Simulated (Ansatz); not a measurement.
AlOs:
```xyz
2
Lattice="2.9969 0.0000 0.0000 0.0000 2.9969 0.0000 0.0000 0.0000 2.9969" Properties=species:S:1:pos:R:3 pbc="T T T"
Al     1.4984     1.4984     1.4984
Os     0.0000     0.0000     0.0000
```

Relaxed with r²SCAN.

Task: Map the valence electron density (e/Å³), cut off at 2 on the plane through (0.500, 0.500, 0.500) spanned by u = [1, 0, 0] and v = [0, 1, 1] in lattice vectors, from DFT-r²SCAN in the program Ansatz with PAW potentials.

Result: x is the fraction of u, y of v (the angle between them is 90°; rows are the nearest grid lines); atoms in the plane: Al at (0.00, 0.00), Os at (0.50, 0.50).
```
y \ x   0.000  0.0625  0.188  0.250  0.375  0.438  0.562  0.625  0.750  0.812  0.938   1.00
------  -----  ------  -----  -----  -----  -----  -----  -----  -----  -----  -----  -----
1.00    0.045   0.050  0.113  0.179  0.221  0.215  0.215  0.221  0.179  0.113  0.050  0.045
0.905   0.072   0.084  0.176  0.226  0.244  0.237  0.237  0.244  0.226  0.176  0.084  0.072
0.857   0.139   0.154  0.236  0.268  0.276  0.272  0.272  0.276  0.268  0.236  0.154  0.139
0.762   0.263   0.272  0.332  0.380  0.491  0.533  0.533  0.491  0.380  0.332  0.272  0.263
0.714   0.277   0.290  0.388  0.504  0.870   1.06   1.06  0.870  0.504  0.388  0.290  0.277
0.619   0.304   0.325  0.620   1.18   2.00   2.00   2.00   2.00   1.18  0.620  0.325  0.304
0.524   0.328   0.357  0.879   2.00   2.00   2.00   2.00   2.00   2.00  0.879  0.357  0.328
0.476   0.328   0.357  0.879   2.00   2.00   2.00   2.00   2.00   2.00  0.879  0.357  0.328
0.381   0.304   0.325  0.620   1.18   2.00   2.00   2.00   2.00   1.18  0.620  0.325  0.304
0.286   0.277   0.290  0.388  0.504  0.870   1.06   1.06  0.870  0.504  0.388  0.290  0.277
0.238   0.263   0.272  0.332  0.380  0.491  0.533  0.533  0.491  0.380  0.332  0.272  0.263
0.143   0.139   0.154  0.236  0.268  0.276  0.272  0.272  0.276  0.268  0.236  0.154  0.139
0.0952  0.072   0.084  0.176  0.226  0.244  0.237  0.237  0.244  0.226  0.176  0.084  0.072
0.000   0.045   0.050  0.113  0.179  0.221  0.215  0.215  0.221  0.179  0.113  0.050  0.045
```

The density is the valence pseudo-density with augmentation charge, so density and ELF within about 1 Å of a nucleus are not all-electron values.

Space group Pm-3m (CsCl type). A made-up cell: these elements were put on the sites of a structure type; the Crystallography Open Database copy checked does not list it. Its standing as an ambient phase is unchecked. The cell was relaxed with r²SCAN under the symmetry of its start; its stability against distortions is not shown here. No spin polarisation was allowed. Spin–orbit coupling is left out wherever it is not named.

Potentials: the earlier of the program's two PAW sets.
